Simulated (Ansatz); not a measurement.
SnO2:
```
SnO2
1.0
    4.75474     0.00000     0.00000
    0.00000     4.75474     0.00000
    0.00000     0.00000     3.18807
Sn O
2 4
Cartesian
  2.37737   2.37737   1.59404
  0.00000   0.00000   0.00000
  0.92173   3.83301   1.59404
  3.83301   0.92173   1.59404
  3.29910   3.29910   0.00000
  1.45564   1.45564   0.00000
```

Relaxed with HSE06. Special points in fractions of this cell's reciprocal vectors: Γ (0.000, 0.000, 0.000); X (0.000, 0.500, 0.000); M (0.500, 0.500, 0.000); Z (0.000, 0.000, 0.500); R (0.000, 0.500, 0.500); A (0.500, 0.500, 0.500).

Task: List the band energies nearest the valence-band maximum at these points for plane-wave PAW HSE06 (Ansatz code).

Result: In eV from the valence-band maximum; about four levels below and three above (degenerate sets whole), none deeper than 8.9 eV; … stands for higher levels left out; points with the same levels are listed once.

| k | below | above |
|---|---|---|
| Γ | -1.02 -1.02 -0.71 -0.71 0.00 | 2.93 8.19 … |
| X | -0.96 -0.96 -0.59 -0.59 | 6.26 6.26 … |
| M | -1.10 -1.10 -0.97 -0.97 | 6.77 6.77 … |
| Z | -1.75 -1.75 -1.33 -1.33 | 8.27 8.27 … |
| R | -1.14 -1.14 -0.51 -0.51 | 8.56 8.56 … |
| A | -0.95 -0.95 -0.90 -0.90 | 6.77 6.77 … |

Space group P4_2/mnm (rutile). The cell was relaxed with HSE06 under the symmetry of its start. The hybrid was solved on a coarse mesh, the path and, where they were found, the r²SCAN edge points; its band edges are the extreme levels among these. Scalar-relativistic: spin–orbit coupling is off unless named, which matters more the heavier the elements.

Potentials: the earlier of the program's two PAW sets.
